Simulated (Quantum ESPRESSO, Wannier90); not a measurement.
## HgSe (zinc blende): Wannier90 run

Structure: Materials Project mp-820, symmetrised, not relaxed again. COD (Crystallography Open Database) has an entry of this formula and space group (matched by these alone). Method: PBE plane waves in Quantum ESPRESSO 7.5 (PseudoDojo norm-conserving files, 69 Ry, no spin polarisation, no spin-orbit coupling), Bloch states on a 8×8×8 mesh through Γ, Wannier90 4.0.1. Density: 8×8×8 mesh, Gaussian smearing 0.01 Ry. Spin-orbit coupling is left out although heavy elements are present.

```
begin unit_cell_cart
ang
    0.0000000000    3.0963250000    3.0963250000
    3.0963250000    0.0000000000    3.0963250000
    3.0963250000    3.0963250000    0.0000000000
end unit_cell_cart
mp_grid = 8 8 8
```

Neighbour vectors b of the finite-difference formula (Å⁻¹), by shell:

```
shell       b_x       b_y       b_z
-----  --------  --------  --------
1       0.12683   0.12683  -0.12683
1       0.12683  -0.12683   0.12683
1      -0.12683   0.12683   0.12683
1       0.12683   0.12683   0.12683
1      -0.12683  -0.12683   0.12683
1      -0.12683   0.12683  -0.12683
1       0.12683  -0.12683  -0.12683
1      -0.12683  -0.12683  -0.12683
```

**Question.** Find the weights w_b from the completeness condition Σ_b w_b b_α b_β = δ_αβ.

**Answer.** Shell 1: Σ b_x² = 0.129, Σ b_y² = 0.129, Σ b_z² = 0.129 Å⁻²
Each of the three diagonal sums, weighted, has to give 1 and the off-diagonal ones 0, which holds for w_1 = 7.77 Å². Check on xx: 7.77×0.129 = 1.00.

On this mesh the 5 functions of bands 11-15 (bands 11-15; start: atomic waves Hg 5d, conv_tol = 1.0e-6) end with spreads 1.1230, 2.3036, 2.3036, 1.1230, 2.3036 Å², Ω_I = 8.6905 Å² and Ω_D = 0.0139 Å².

Ω_total is the sum of the spreads, 9.157 Å². Ω_OD = Ω_total − Ω_I − Ω_D = 0.452 Å². Only (Ω_D + Ω_OD)/Ω_total = 5.1 % depends on the gauge, and another start could lower the total by that share at most. The rms radius is √(Ω_total/5) = 1.35 Å.
